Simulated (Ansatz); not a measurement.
Relaxed-ion elastic tensor of Ti₃Al in space group P6_3/mmc (No. 194; Al on 2c, Ti on 6h) in GPa (Voigt order), plane-wave PAW r²SCAN (Ansatz code); density 4.28 g/cm³, 16.56 Å³ per atom.

```csv
,1,2,3,4,5,6
1,194,96.3,66.5,0.0,0.0,0.0
2,96.3,194,66.5,0.0,0.0,0.0
3,66.5,66.5,244,0.0,0.0,0.0
4,0.0,0.0,0.0,64.6,0.0,0.0
5,0.0,0.0,0.0,0.0,64.6,0.0
6,0.0,0.0,0.0,0.0,0.0,49.0
```

Is the crystal mechanically stable?

Yes: the smallest eigenvalue of C is 49.0 GPa.

Work out the Voigt, Reuss and Hill averages.

K_V = 121, K_R = 121, K_H = 121; G_V = 62.6, G_R = 59.9, G_H = 61.2 GPa.

Give Young's modulus, Poisson's ratio, Pugh's ratio and the universal anisotropy index.

E = 9KG/(3K + G) = 157 GPa; ν = 0.28; K/G = 1.98 (ductile by the Pugh limit of 1.75); A_U = 5G_V/G_R + K_V/K_R − 6 = 0.22.

Estimate the sound speeds and the Debye temperature.

v_l = √((K + 4G/3)/ρ) = 6890 m/s, v_t = √(G/ρ) = 3780 m/s, mean 4220 m/s; Θ = (h/k)(3n/4πV)^(1/3) v_m = 493 K.

Solve the Christoffel equation for the three sound speeds along x, y, z.

Eigenvalues of C_ijkl n_j n_l equal ρv². In km/s, slowest first: x 3.39, 3.89, 6.74; y 3.39, 3.89, 6.74; z 3.89, 3.89, 7.55.

How much does each axis shrink under pressure?

Linear compressibilities β_i = Σ_j S_ij (j = 1 to 3): x 2.9, y 2.9, z 2.5 per TPa.

The r²SCAN relaxation kept the symmetry of its start. The run is not spin-polarised. As this level gives no gap, shear constants depend on the k-mesh and smearing (Fermi–Dirac, 0.1 eV here).

Potentials: the later of the program's two PAW sets.
